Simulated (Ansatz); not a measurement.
**How the vibrations of B2W change with volume**

Computed with DFT LDA, scalar-relativistic, plane waves, PAW (Ansatz 0.2.0). Settings: 420 eV plane-wave cutoff, Γ-centred 18×18×12 mesh, Fermi-Dirac smearing of 0.15 eV. No spin polarisation. Phonons by linear response, acoustic sum rule imposed.

Relaxed structure:
Space group P6/mmm (No. 191). a = 2.987 Å, b = 2.987 Å, c = 3.310 Å, α = 90.00°, β = 90.00°, γ = 120.00°
```json
{"atom": "B", "site": "2d", "symmetry": "-6m2", "x": "0.3333", "y": "0.6667", "z": "0.5000"}
{"atom": "W", "site": "1a", "symmetry": "6/mmm", "x": "0.0000", "y": "0.0000", "z": "0.0000"}
```

In a metal, frequencies depend on the k mesh and the smearing, soft modes most. Spin–orbit coupling is left out, which can shift energies with elements as heavy as these.

Cells at 0.98 and 1.02 times the equilibrium volume were relaxed in shape and atoms; γ = −d ln ν / d ln V, modes matched by rank.

Q: Give the optical frequencies at Γ (cm⁻¹) at the three volumes and the mode Grüneisen parameters.

A:
```
0.98 V    V  1.02 V     γ  degeneracy
   254  234     215  4.18           2
   465  441     419  2.62           1
   539  522     506  1.56           1
   898  875     852  1.32           2
```

Q: What pressures hold the two strained cells, and what bulk modulus follows?

A: 7.36 GPa at 0.98 V and -6.63 GPa at 1.02 V, so B = −dP/d ln V ≈ 350 GPa.